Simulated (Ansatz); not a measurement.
Relaxed Os (hcp, Mg type):

```
CELL_PARAMETERS angstrom
      5.47669     0.00000     0.00000
     -1.36917     2.37148     0.00000
      0.00000     0.00000     4.31593
ATOMIC_POSITIONS crystal
  Os 0.16667 0.66667 0.75000
  Os 0.66667 0.66667 0.75000
  Os 0.33333 0.33333 0.25000
  Os 0.83333 0.33333 0.25000
```

In this cell atom 1 (Os, nearest neighbour Os at 2.675 Å; its periodic images, 2.7 Å or more away, move with it) is moved by s along Cartesian [111], unit vector (0.577, 0.577, 0.577); all other atoms and the cell stay fixed.

Level of theory: r2SCAN (plane waves to 500 eV, PAW, scalar-relativistic; Ansatz, a first-principles code). k mesh 8×16×9 (Γ-centred), Fermi-Dirac smearing 0.05 eV. The energy includes the smearing's −TS. Left out: 3 of 11 points, with atoms too close for the PAW data. With partly filled bands, energies and forces of such displacements shift with the k mesh and the smearing. F⊥ is the part of the force across the line. Os is run without spin polarisation. Os was relaxed with its symmetry unable to fall. Spin-orbit coupling is left out, though Os is heavy. The zero of ΔE is the undisplaced structure.

| s (Å) | |F⊥| (eV/Å) | ΔE (eV/cell) |
|---|---|---|
| -0.480 | 1.128 | 2.377 |
| -0.320 | 0.510 | 0.918 |
| -0.160 | 0.152 | 0.210 |
| 0.000 | 0.000 | 0.000 |
| 0.160 | 0.120 | 0.204 |
| 0.320 | 0.289 | 0.872 |
| 0.480 | ___ | 2.155 |
| 0.640 | ___ | 4.174 |

What belongs in the gaps?


- 0.480, |F⊥| (eV/Å): 0.722
- 0.640, |F⊥| (eV/Å): 1.529

(A displaced cell: forces are minus the slopes of the energy, force constants its curvatures, and phonons follow from these.)
